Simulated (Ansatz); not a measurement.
**GaN (P6_3mc), phonons: input and output**

Computed with r²SCAN, PAW on Ansatz 0.2.0's default frozen-core files (fitted under PBE), scalar-relativistic; not a measurement.

Cell and atoms were relaxed beforehand by PAW with this functional.

Launched as:

```sh
ansatz run input.yaml --threads 1 --pin off --max-ram 3072MiB --backend cpu --events-out ev --progress --plain --runs-dir out
```

input.yaml:

```yaml
crystal:
  lattice:
    - [3.18310245914, 0.0, 0.0]
    - [-1.59155122957, 2.75664759246, 0.0]
    - [0.0, 0.0, 5.18357862772]
  atoms:
    - { symbol: Ga, position: [0.333333333333, 0.666666666667, -0.000890335268] }
    - { symbol: Ga, position: [0.666666666667, 0.333333333333, 0.499109664732] }
    - { symbol: "N", position: [0.333333333333, 0.666666666667, 0.375890335268] }
    - { symbol: "N", position: [0.666666666667, 0.333333333333, 0.875890335268] }
kpoints:
  mp_grid: { grid: [8, 8, 4] }
scf:
  occupations: { method: fixed }
hamiltonian:
  xc: r2scan
  pseudopotentials: { kind: paw }
phonons:
  method: dfpt
  dielectric: true
  rigid_motions: translations
```

The program printed:

```
Warning: RAYON_NUM_THREADS=1 ignored (pool sized by the plan → 1); use --threads N
Engine: ansatz 0.2.0, aarch64-unknown-linux-gnu
Pseudopotentials: kind: paw
Pseudopotential: Ga, paw, valence charge 13, recommended cutoff 500 eV (meta_gga), Ga.paw.azcp
Pseudopotential: N, paw, valence charge 5, recommended cutoff 500 eV (meta_gga), N.paw.azcp
Functional definition: r2SCAN
  parameter k0 = 0.174
  parameter k1 = 0.065
  parameter a1 = 4.9479
  exchange = r2scan_x(k0 = k0, k1 = k1, a1 = a1)
  correlation = r2scan_c
Crystal: 4 atoms, lattice volume = 45.484 Å³
Basis set: ecut = 500 eV, 1129 PW (Γ), exchange–correlation on 120×120×200 points (125 copies of the dense FFT grid, shifted against one another)
Bands: 22, of which v1, the nominal top of the filled ones, is band 18 counted from 1 (17 counted from 0)
Symmetry: 12 space group operations
k-points: 78 of 256 (irreducible under 2 space group operations, time reversal used)
Non-local potential: Ga, projectors of the file, l = 0: 2, l = 1: 2, l = 2: 3, l = 3: 1
Non-local potential: N, projectors of the file, l = 0: 2, l = 1: 2, l = 2: 1
PAW form: soft (Blöchl's): semilocal exchange-correlation on the pseudo side does not see the compensation charge
PAW frozen core: Ga, regenerated for the run's functional (the file was generated under x = pbe(κ = 0.804, μ = 0.2195149727645171), c = pbe(β = 0.06672455060314922))
PAW frozen core: N, regenerated for the run's functional (the file was generated under x = pbe(κ = 0.804, μ = 0.2195149727645171), c = pbe(β = 0.06672455060314922))
PAW one-centre angular grid: Ga, 590 points (default); XC on 160 Gauss nodes
PAW one-centre angular grid: N, 302 points (default); XC on 160 Gauss nodes
Initial density: superposition of atomic densities (neutral atoms: chi_scale 0, normalization atom), corrected by the library's trained network
Initial wavefunctions: pseudopotential atomic-orbital guess
Functional: x = r2scan, c = r2scan; τ floored in thin density (d = 2e-4 eV/Å³)
SCF iter   1: F=—  HF=-8352.711127 eV  |F-HF|=—  |Δ(HF+E_count)|=         —  Δρ=1.25e-2  dr2=2.67e-2  dr2_τ=1.92e-1  ethr=1.77e-3  ⟨swp⟩=4.2  Hψ=6162  notcnv=0  defer=74
preconditioner: auto → Resta (q_TF=auto, 2.624 Å⁻¹)  ε∞=4.5  [insulator: Δε(μ)=2.312 eV  Ē_g=17.648 eV  n_scr=22 (ndim 8)  ℏωp=33.0 eV  f_vac=0.008  ε∞_Penn≈4.5]
SCF iter   2: F=—  HF=-8352.774499 eV  |F-HF|=—  |Δ(HF+E_count)|=   6.34e-2  Δρ=5.86e-3  dr2=9.50e-3  dr2_τ=3.15e-4  ethr=7.43e-5  ⟨swp⟩=2.9  Hψ=4014  notcnv=0  defer=154
SCF iter   3: F=—  HF=-8352.773963 eV  |F-HF|=—  |Δ(HF+E_count)|=   5.36e-4  Δρ=3.70e-3  dr2=2.66e-3  dr2_τ=8.81e-5  ethr=2.64e-5  ⟨swp⟩=3.0  Hψ=3132  notcnv=0  defer=156
SCF iter   4: F=—  HF=-8352.773979 eV  |F-HF|=—  |Δ(HF+E_count)|=   1.55e-5  Δρ=2.99e-4  dr2=2.15e-5  dr2_τ=8.00e-6  ethr=7.39e-6  ⟨swp⟩=3.0  Hψ=3276  notcnv=0  defer=156
SCF iter   5: F=—  HF=-8352.774005 eV  |F-HF|=—  |Δ(HF+E_count)|=   2.57e-5  Δρ=1.29e-4  dr2=3.96e-6  dr2_τ=4.22e-7  ethr=5.98e-8  ⟨swp⟩=2.0  Hψ=2936  notcnv=0  defer=4
SCF iter   6: F=—  HF=-8352.774007 eV  |F-HF|=—  |Δ(HF+E_count)|=   2.44e-6  Δρ=3.38e-5  dr2=5.53e-7  dr2_τ=2.55e-8  ethr=1.10e-8  ⟨swp⟩=2.7  Hψ=3120  notcnv=0
[... 21 lines left out ...]
WARN: field response: ε∞ stands inside a basis, on 10×10×6 points; the force constants stand on the 8×8×4 k-mesh, whose period is 9.93 times the interband length at k = (0.0000, 0.0000, 0.0000), direct gap 2.351 eV, under 14: ...
SCF converged after 10 iterations
Free energy (F): -8352.774007 eV
Harris-Foulkes:  -8352.774007 eV  (|F-HF|=3.64e-12)
Internal energy: -8352.774007 eV  (E = F + TS)
E sigma→0 (E₀):  -8352.774007 eV
Fermi energy:    9.486833 eV
--- Per-component energies (eV) ---
  E_band       = -29.647653
  E_kinetic    = 494.370170
  E_local      = -3904.032352  (includes V_loc(G=0)·N_el)
  E_nonlocal   = 952.980721
  E_hartree    = 1801.770884
  E_xc         = -243.547674
  E_vxc        = -287.263693  (∫ρ·V_xc dr)
  E_paw        = -4274.777485  (= ΣΔE_a)
  E_vpaw       = -904.925809  (= ΣTr[D̂ρ^β])
  E_aug_tail   = -0.000045  (compensation charges beyond the density's cutoff)
  E_vtau       = 15.681550  (kinetic-family band-sum trace: ∫τ·v_τ [+ j·A + Jᵃ·Aᵃ] dr)
  E_ewald      = -3178.172957
  E_core_change = -1.365269  (= ΣΔE_core)
  E_smearing   = -0.000000  (= −TS)
  E_closure    = 0.000000  (closes the sum)
  Σ components = -8352.774007   (vs F -8352.774007, Δ=0.00e0)
  k mesh reduced under 2 symmetry operations, with k and −k counted as one. Each operation leaves every solved perturbation unchanged. A smaller set is not considered because the functional reads the kinetic-energy density
  ASR residual: 6.275e-4 → 0.000e0 eV/Å²; symmetrization residual: 2.646e-5 eV/Å²
  ASR residual per site (eV/Å²): 7.86e-6 7.86e-6 6.28e-4 6.28e-4
  Γ frequencies (cm⁻¹): 0.00 0.00 0.00 142.56 142.56 335.53 530.40 553.85 553.85 563.83 563.83 696.51
  ε∞ (high-frequency dielectric tensor):
        5.368335     0.000000     0.000000
       -0.000000     5.368335    -0.000000
        0.000000    -0.000000     5.528656
  ε⁰ (static dielectric tensor: ions relaxed, cell fixed):
        9.557987    -0.000000     0.000000
       -0.000000     9.557987    -0.000000
        0.000000    -0.000000    10.566355
  ε⁰ − ε∞ (ionic part):
        4.189652    -0.000000     0.000000
       -0.000000     4.189652    -0.000000
        0.000000    -0.000000     5.037699
  softest optical mode at Γ: 142.56 cm⁻¹; the repairs (sum rule, projections) moved no ω² at Γ by more than (4.28 cm⁻¹)²
  Born effective charges Z* (e; rows j = field, columns β = displacement):
    site 0:
         2.63214   -0.00000    0.00000
        -0.00000    2.63214   -0.00000
         0.00000   -0.00000    2.76402
    site 1:
         2.63214   -0.00000    0.00000
        -0.00000    2.63214   -0.00000
         0.00000   -0.00000    2.76402
    site 2:
        -2.63214   -0.00000   -0.00000
         0.00000   -2.63214   -0.00000
        -0.00000    0.00000   -2.76402
    site 3:
        -2.63214    0.00000   -0.00000
         0.00000   -2.63214    0.00000
        -0.00000   -0.00000   -2.76402
  Z* charge neutrality: 1.144e-3 e pre-enforcement
  solved inside a basis spanned on kpoints, on 10×10×6 k-points, its susceptibility summed on 12×12×8: ε∞ is read to err by 2.4e-2, Z* by 2.2e-2 e (field_mesh: kpoints solves on kpoints); Z* is corrected for what the basis lacks
  optical modes at Γ without the LO–TO term, one row a degenerate level:
      ω (cm⁻¹)  modes    IR ((D/Å)²/amu)
        142.56      2             0.0000
        335.53      1             0.0000
        530.40      1            30.2228
        553.85      2            54.8149
        563.83      2             0.0000
        696.51      1             0.0000
  optical modes at Γ + LO–TO along q̂ = [1.0000, 0.0000, 0.0000]:
      ω (cm⁻¹)  modes    IR ((D/Å)²/amu)
        142.56      2             0.0000
        335.53      1             0.0000
        530.40      1            30.2228
        553.85      1            27.4075
        563.83      2             0.0000
        696.51      1             0.0000
        739.02      1            27.4075
  optical modes at Γ + LO–TO along q̂ = [0.0000, 1.0000, 0.0000]:
      ω (cm⁻¹)  modes    IR ((D/Å)²/amu)
        142.56      2             0.0000
        335.53      1             0.0000
        530.40      1            30.2228
        553.85      1            27.4075
        563.83      2             0.0000
        696.51      1             0.0000
        739.02      1            27.4075
  optical modes at Γ + LO–TO along q̂ = [0.0000, 0.0000, 1.0000]:
      ω (cm⁻¹)  modes    IR ((D/Å)²/amu)
        142.56      2             0.0000
        335.53      1             0.0000
        553.85      2            54.8149
        563.83      2             0.0000
        696.51      1             0.0000
        733.25      1            30.2228
```

The run converged.

**Field response**

Linear response of an insulating crystal by Kohn-Sham DFT to a field and to zone-centre displacements, local fields included; Born charges neutralised; LO modes for wave vectors along x and z; Cartesian axes as in the input.

| Quantity | Value |
| --- | --- |
| Dielectric electronic (x, y, z) | 5.368, 5.368, 5.529 |
| Dielectric static (x, y, z) | 9.558, 9.558, 10.57 |
| Highest phonon with field along x | 739 cm⁻¹ |
| Highest phonon with field along z | 733.3 cm⁻¹ |
| Highest phonon without field | 696.5 cm⁻¹ |

| atom | born charge xx (e) | born charge yy (e) | born charge zz (e) |
| --- | --- | --- | --- |
| Ga1 | 2.632 | 2.632 | 2.764 |
| Ga2 | 2.632 | 2.632 | 2.764 |
| N3 | -2.632 | -2.632 | -2.764 |
| N4 | -2.632 | -2.632 | -2.764 |

Zone-centre phonons:

Harmonic phonons of a crystal by Kohn-Sham DFT at the given cell, standard atomic masses, acoustic sum rule imposed; negative wavenumbers are unstable modes; optical zone-centre levels upwards with Mulliken labels, activity, and the element with most of the kinetic energy.

```json
{
  "Point group": "6mm"
}
```

| number | phonon wavenumber (cm⁻¹) | label | infrared | raman | lead element |
| --- | --- | --- | --- | --- | --- |
| 1 | 142.6 | E2 | no | yes | Ga |
| 2 | 335.5 | B1 | no | no | Ga |
| 3 | 530.4 | A1 | yes | yes | N |
| 4 | 553.8 | E1 | yes | yes | N |
| 5 | 563.8 | E2 | no | yes | N |
| 6 | 696.5 | B1 | no | no | N |

Known limits: frozen-core PAW files fitted under PBE, their cores solved anew for the functional of the run; zone-boundary modes aren't tested; field response not resolved by the mesh; no LO-TO term at the zone centre.

Cost: 6.1 min on 1 thread of Arm Neoverse V1, with other jobs on the host, peak memory 1.3 GiB.
